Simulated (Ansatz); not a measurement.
# Band structure of Ba

```yaml
crystal:
  lattice:
    - [-2.50000, 2.50000, 2.50000]
    - [2.50000, -2.50000, 2.50000]
    - [2.50000, 2.50000, -2.50000]
  atoms:
    - { symbol: Ba, position: [0.00000, 0.00000, 0.00000] }
```

The structure is an experimental refinement, used without relaxation.

No spin–orbit coupling, which matters for the heavy atoms here.

Computed with DFT, PBEsol, all-electron LAPW, scalar-relativistic in Ansatz 0.2.0.

The runs use a Γ-centred 10×10×10 k mesh, Fermi–Dirac smearing of 0.05 eV, basis error target 0.5 meV/atom, no spin polarisation.

Points in fractions of the reciprocal vectors of this cell: Γ (0, 0, 0), H (0.5, -0.5, 0.5), N (0, 0, 0.5), P (0.25, 0.25, 0.25). The path joins them by straight lines in the order Γ–H–N–Γ–P–H–P–N; legs that retrace an earlier one aren't tabulated. Energies are in eV from the Fermi level.

Task: Metal or insulator at this level of theory?

Result: No gap opens: metallic or semimetallic.

Task: Tabulate bands 8 to 12, counted from the lowest band of the run, along the path.

Result: 
```json
{"k (1/Å)": "0.00", "point": "Γ", "band 8": "-13.74", "band 9": "-13.74", "band 10": "-2.75", "band 11": "1.85", "band 12": "1.85"}
{"k (1/Å)": "0.18", "point": "", "band 8": "-13.76", "band 9": "-13.76", "band 10": "-2.56", "band 11": "1.78", "band 12": "1.78"}
{"k (1/Å)": "0.36", "point": "", "band 8": "-13.80", "band 9": "-13.80", "band 10": "-2.02", "band 11": "1.68", "band 12": "1.68"}
{"k (1/Å)": "0.54", "point": "", "band 8": "-13.87", "band 9": "-13.87", "band 10": "-1.27", "band 11": "1.10", "band 12": "1.74"}
{"k (1/Å)": "0.72", "point": "", "band 8": "-13.94", "band 9": "-13.94", "band 10": "-0.54", "band 11": "0.41", "band 12": "2.02"}
{"k (1/Å)": "0.90", "point": "", "band 8": "-14.01", "band 9": "-14.01", "band 10": "-0.24", "band 11": "-0.11", "band 12": "2.56"}
{"k (1/Å)": "1.08", "point": "", "band 8": "-14.06", "band 9": "-14.06", "band 10": "-0.42", "band 11": "-0.40", "band 12": "3.34"}
{"k (1/Å)": "1.26", "point": "H", "band 8": "-14.07", "band 9": "-14.07", "band 10": "-0.52", "band 11": "-0.52", "band 12": "4.05"}
{"k (1/Å)": "1.38", "point": "", "band 8": "-14.07", "band 9": "-14.06", "band 10": "-0.47", "band 11": "-0.46", "band 12": "3.43"}
{"k (1/Å)": "1.51", "point": "", "band 8": "-14.04", "band 9": "-14.02", "band 10": "-0.33", "band 11": "-0.27", "band 12": "2.59"}
{"k (1/Å)": "1.64", "point": "", "band 8": "-14.01", "band 9": "-13.95", "band 10": "-0.21", "band 11": "0.02", "band 12": "1.98"}
{"k (1/Å)": "1.76", "point": "", "band 8": "-13.97", "band 9": "-13.88", "band 10": "-0.29", "band 11": "0.39", "band 12": "1.51"}
{"k (1/Å)": "1.89", "point": "", "band 8": "-13.93", "band 9": "-13.81", "band 10": "-0.56", "band 11": "0.79", "band 12": "1.07"}
{"k (1/Å)": "2.02", "point": "", "band 8": "-13.91", "band 9": "-13.76", "band 10": "-0.80", "band 11": "0.79", "band 12": "1.13"}
{"k (1/Å)": "2.15", "point": "N", "band 8": "-13.90", "band 9": "-13.75", "band 10": "-0.89", "band 11": "0.70", "band 12": "1.28"}
{"k (1/Å)": "2.27", "point": "", "band 8": "-13.89", "band 9": "-13.75", "band 10": "-0.93", "band 11": "0.74", "band 12": "1.15"}
{"k (1/Å)": "2.40", "point": "", "band 8": "-13.87", "band 9": "-13.75", "band 10": "-1.12", "band 11": "0.86", "band 12": "0.98"}
{"k (1/Å)": "2.53", "point": "", "band 8": "-13.84", "band 9": "-13.74", "band 10": "-1.50", "band 11": "1.04", "band 12": "1.05"}
{"k (1/Å)": "2.65", "point": "", "band 8": "-13.80", "band 9": "-13.74", "band 10": "-1.96", "band 11": "1.29", "band 12": "1.30"}
{"k (1/Å)": "2.78", "point": "", "band 8": "-13.77", "band 9": "-13.74", "band 10": "-2.38", "band 11": "1.55", "band 12": "1.61"}
{"k (1/Å)": "2.91", "point": "", "band 8": "-13.75", "band 9": "-13.74", "band 10": "-2.65", "band 11": "1.76", "band 12": "1.80"}
{"k (1/Å)": "3.03", "point": "Γ", "band 8": "-13.74", "band 9": "-13.74", "band 10": "-2.75", "band 11": "1.85", "band 12": "1.85"}
{"k (1/Å)": "3.19", "point": "", "band 8": "-13.75", "band 9": "-13.75", "band 10": "-2.61", "band 11": "1.73", "band 12": "1.73"}
{"k (1/Å)": "3.34", "point": "", "band 8": "-13.76", "band 9": "-13.76", "band 10": "-2.20", "band 11": "1.40", "band 12": "1.40"}
{"k (1/Å)": "3.50", "point": "", "band 8": "-13.79", "band 9": "-13.79", "band 10": "-1.61", "band 11": "1.01", "band 12": "1.01"}
{"k (1/Å)": "3.66", "point": "", "band 8": "-13.82", "band 9": "-13.82", "band 10": "-0.91", "band 11": "0.70", "band 12": "0.70"}
{"k (1/Å)": "3.81", "point": "", "band 8": "-13.87", "band 9": "-13.87", "band 10": "-0.18", "band 11": "0.53", "band 12": "0.53"}
{"k (1/Å)": "3.97", "point": "", "band 8": "-13.93", "band 9": "-13.93", "band 10": "0.40", "band 11": "0.50", "band 12": "0.50"}
{"k (1/Å)": "4.12", "point": "P", "band 8": "-13.98", "band 9": "-13.98", "band 10": "0.54", "band 11": "0.54", "band 12": "0.54"}
{"k (1/Å)": "4.28", "point": "", "band 8": "-14.03", "band 9": "-13.88", "band 10": "0.28", "band 11": "0.60", "band 12": "0.60"}
{"k (1/Å)": "4.43", "point": "", "band 8": "-14.07", "band 9": "-13.81", "band 10": "0.09", "band 11": "0.59", "band 12": "0.59"}
{"k (1/Å)": "4.59", "point": "", "band 8": "-14.08", "band 9": "-13.81", "band 10": "0.25", "band 11": "0.43", "band 12": "0.43"}
{"k (1/Å)": "4.74", "point": "", "band 8": "-14.09", "band 9": "-13.87", "band 10": "0.14", "band 11": "0.14", "band 12": "0.84"}
{"k (1/Å)": "4.90", "point": "", "band 8": "-14.08", "band 9": "-13.97", "band 10": "-0.19", "band 11": "-0.19", "band 12": "1.82"}
{"k (1/Å)": "5.05", "point": "", "band 8": "-14.08", "band 9": "-14.04", "band 10": "-0.44", "band 11": "-0.44", "band 12": "3.06"}
{"k (1/Å)": "5.21", "point": "H", "band 8": "-14.07", "band 9": "-14.07", "band 10": "-0.52", "band 11": "-0.52", "band 12": "4.05"}
{"k (1/Å)": "6.30", "point": "P", "band 8": "-13.98", "band 9": "-13.98", "band 10": "0.54", "band 11": "0.54", "band 12": "0.54"}
{"k (1/Å)": "6.39", "point": "", "band 8": "-13.98", "band 9": "-13.93", "band 10": "0.44", "band 11": "0.50", "band 12": "0.63"}
{"k (1/Å)": "6.48", "point": "", "band 8": "-13.97", "band 9": "-13.88", "band 10": "0.17", "band 11": "0.49", "band 12": "0.75"}
{"k (1/Å)": "6.57", "point": "", "band 8": "-13.95", "band 9": "-13.83", "band 10": "-0.14", "band 11": "0.52", "band 12": "0.88"}
{"k (1/Å)": "6.66", "point": "", "band 8": "-13.93", "band 9": "-13.80", "band 10": "-0.45", "band 11": "0.57", "band 12": "1.03"}
{"k (1/Å)": "6.75", "point": "", "band 8": "-13.91", "band 9": "-13.77", "band 10": "-0.68", "band 11": "0.63", "band 12": "1.16"}
{"k (1/Å)": "6.84", "point": "", "band 8": "-13.90", "band 9": "-13.75", "band 10": "-0.84", "band 11": "0.68", "band 12": "1.25"}
{"k (1/Å)": "6.93", "point": "N", "band 8": "-13.90", "band 9": "-13.75", "band 10": "-0.89", "band 11": "0.70", "band 12": "1.28"}
```
